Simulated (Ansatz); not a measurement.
One stationary structure of BaF2. Space group P6₃/mmc (No. 194), AFLOW prototype A2B_hP12_194_cg_f (C10, as in SiO2). Level of theory: PBEsol (plane waves to 420 eV, PAW, scalar-relativistic; Ansatz, an electronic-structure program).

```xyz
12
Lattice="7.9322 0.0000 0.0000 -3.9661 6.8695 0.0000 0.0000 0.0000 12.9860" Properties=species:S:1:pos:R:3 pbc="T T T"
Ba     0.0000     4.5797     7.3079
Ba     3.9661     2.2898     0.8149
Ba     3.9661     2.2898     5.6781
Ba     0.0000     4.5797    12.1711
F      0.0000     4.5797     9.7395
F      3.9661     2.2898     3.2465
F      3.9661     0.0000     6.4930
F      1.9831     3.4348     0.0000
F     -1.9831     3.4348     6.4930
F      3.9661     0.0000     0.0000
F      1.9831     3.4348     6.4930
F     -1.9831     3.4348     0.0000
```

**Question.** What is the computed band gap (PBEsol)?

**Answer.** 5.65 eV, direct at Γ (no spin-orbit coupling).

No spin polarisation in the result.

The run could not lose the symmetry of its start.

The first start was generated by placing the elements on the sites of a structure type. Materials Project lists a structure of BaF2 in the same space group, P6₃/mmc (No. 194); the sites were not compared with it, nor with measured phases. Known forms of BaF2 include space group No. 225.
